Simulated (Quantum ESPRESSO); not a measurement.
pw.x input (Quantum ESPRESSO 7.5; PBEsol, PseudoDojo standard norm-conserving files, scalar-relativistic):

```
&CONTROL
  calculation = 'scf'
  pseudo_dir = './pseudo'
  outdir = './out'
  tprnfor = .true.
  tstress = .true.
/
&SYSTEM
  ibrav = 0
  nat = 2
  ntyp = 2
  ecutwfc = 88.0
  ecutrho = 352.0
  occupations = 'smearing'
  smearing = 'fd'
  degauss = 0.005
  nbnd = 22
/
&ELECTRONS
  conv_thr = 2e-10
/
ATOMIC_SPECIES
Zn 65.3800 Zn.upf
Rh 102.9055 Rh.upf
CELL_PARAMETERS angstrom
  2.990230000000   0.000000000000   0.000000000000
  0.000000000000   2.990230000000   0.000000000000
  0.000000000000   0.000000000000   2.990230000000
ATOMIC_POSITIONS crystal
Zn   0.500000000000   0.500000000000   0.500000000000
Rh   0.000000000000   0.000000000000   0.000000000000
K_POINTS automatic
14 14 14 0 0 0
```

End of the output:

```
     total energy              =    -652.32018570 Ry
     estimated scf accuracy    <       0.00000004 Ry
     total energy              =    -652.32018572 Ry
     estimated scf accuracy    <       0.00000002 Ry
     total energy              =    -652.32018573 Ry
     estimated scf accuracy    <          7.6E-10 Ry
[...]
     the Fermi energy is    19.2349 ev
!    total energy              =    -652.32018573 Ry
     estimated scf accuracy    <          3.7E-12 Ry
     smearing contrib. (-TS)   =      -0.00167492 Ry
     internal energy E=F+TS    =    -652.31851081 Ry
     The total energy is F=E-TS. E is the sum of the following terms:
     one-electron contribution =    -298.06619557 Ry
     hartree contribution      =     170.42240754 Ry
     xc contribution           =     -82.21494711 Ry
     ewald contribution        =    -442.45977567 Ry
     convergence has been achieved in  10 iterations
     Forces acting on atoms (cartesian axes, Ry/au):
     atom    1 type  1   force =     0.00000000    0.00000000    0.00000000
     atom    2 type  2   force =     0.00000000    0.00000000    0.00000000
     Total force =     0.000000     Total SCF correction =     0.000000
     Computing stress (Cartesian axis) and pressure
          total   stress  (Ry/bohr**3)                   (kbar)     P=      -32.64
  -0.00022189   0.00000000   0.00000000          -32.64        0.00        0.00
   0.00000000  -0.00022189   0.00000000            0.00      -32.64        0.00
   0.00000000   0.00000000  -0.00022189            0.00        0.00      -32.64
```

Spin-orbit coupling is not included.

Geometry of the Materials Project entry, not relaxed at this level.
